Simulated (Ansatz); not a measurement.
**SiO2: gradients before and after relaxing the atoms**

Start: an entry of the Crystallography Open Database (COD), atoms as given.

Space group P4_12_12 (No. 92); a = 4.9501, c = 6.9259 Å.

```csv
site,Wyckoff,site symmetry,x,y,z
Si,4a,..2,0.3027,0.3027,0.0000
O,8b,1,0.2388,0.1086,0.1817
```

One atom of each set is listed.

Method: Kohn–Sham DFT in Ansatz, PBE, plane waves and PAW, scalar-relativistic, 420 eV cutoff, Γ-centred 5×5×4 k-points, Fermi–Dirac smearing 0.02 eV.

The largest force at the start is 0.53 eV/Å. Relaxing the ions at fixed cell moves them by 0.065 Å at most (atom 6, O) and 0.056 Å rms.

| site | moved (Å) | first shell before | first shell after | V_zz before (10²¹ V/m²) | η before |
| --- | --- | --- | --- | --- | --- |
| Si | 0.028 | 4 O at 1.60–1.61 Å | 4 O at 1.62–1.63 Å | -0.72 | 0.75 |
| O | 0.065 | 2 Si at 1.60–1.61 Å, angle 145° | 2 Si at 1.62–1.63 Å, angle 142° | 9.07 | 0.16 |

Question: How do the gradients change?

Answer: 

```csv
site,V_zz after,η after,change of V_zz
Si,-0.46,0.68,+0.26
O,9.38,0.20,+0.31
```

The largest change of V_zz is on O, from 9.07 to 9.38. In per cent, |V_zz| changes by -36 on Si, +3 on O (all sites that start above 0.5).
